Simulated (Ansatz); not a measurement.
B$_{4}$C:
```yaml
crystal:
  lattice:
    - [2.80837, 1.62141, 4.01996]
    - [-2.80837, 1.62141, 4.01996]
    - [0.00000, -3.24283, 4.01996]
  atoms:
    - { symbol: B, position: [0.30924, 0.80617, 0.80617] }
    - { symbol: B, position: [0.69076, 0.19383, 0.19383] }
    - { symbol: B, position: [0.80617, 0.30924, 0.80617] }
    - { symbol: B, position: [0.19383, 0.69076, 0.19383] }
    - { symbol: B, position: [0.80617, 0.80617, 0.30924] }
    - { symbol: B, position: [0.19383, 0.19383, 0.69076] }
    - { symbol: B, position: [0.67035, 0.99406, 0.99406] }
    - { symbol: B, position: [0.32965, 0.00594, 0.00594] }
    - { symbol: B, position: [0.99406, 0.67035, 0.99406] }
    - { symbol: B, position: [0.00594, 0.32965, 0.00594] }
    - { symbol: B, position: [0.99406, 0.99406, 0.67035] }
    - { symbol: B, position: [0.00594, 0.00594, 0.32965] }
    - { symbol: C, position: [0.61037, 0.61037, 0.61037] }
    - { symbol: C, position: [0.38963, 0.38963, 0.38963] }
    - { symbol: C, position: [0.50000, 0.50000, 0.50000] }
```

Cartesian axes are those of the cell as given.

### Question
Give the high-frequency dielectric tensor and the Born effective charge tensors of the independent atoms from DFPT, PBEsol (plane waves, PAW; program Ansatz).

### Answer

ε∞:
```
7.81  0.00  0.00
0.00  7.81  0.00
0.00  0.00  9.53
```
Z* of atom 1 (B), rows: field, columns: displacement, in e:
```
 0.77   0.51  -0.03
 0.51   0.18  -0.01
-0.84  -0.49  -0.18
```
Z* of atom 7 (B), rows: field, columns: displacement, in e:
```
-0.05   0.13   0.06
 0.13  -0.21   0.03
 0.33   0.19   0.03
```
Z* of atom 13 (C), rows: field, columns: displacement, in e:
```
-1.72   0.00   0.00
 0.00  -1.72   0.00
 0.00   0.00  -2.64
```
Z* of atom 15 (C), rows: field, columns: displacement, in e:
```
1.39  0.00  0.00
0.00  1.39  0.00
0.00  0.00  6.18
```

Space group R-3m. The first step of the workflow began from a Materials Project structure, measured or hypothetical; the Crystallography Open Database copy checked does not list it. Whether it is the stable phase at ambient conditions was not checked. The cell was relaxed with PBEsol under the symmetry of its start; phonons on a q-mesh show no instability.

Potentials: the earlier of the program's two PAW sets.
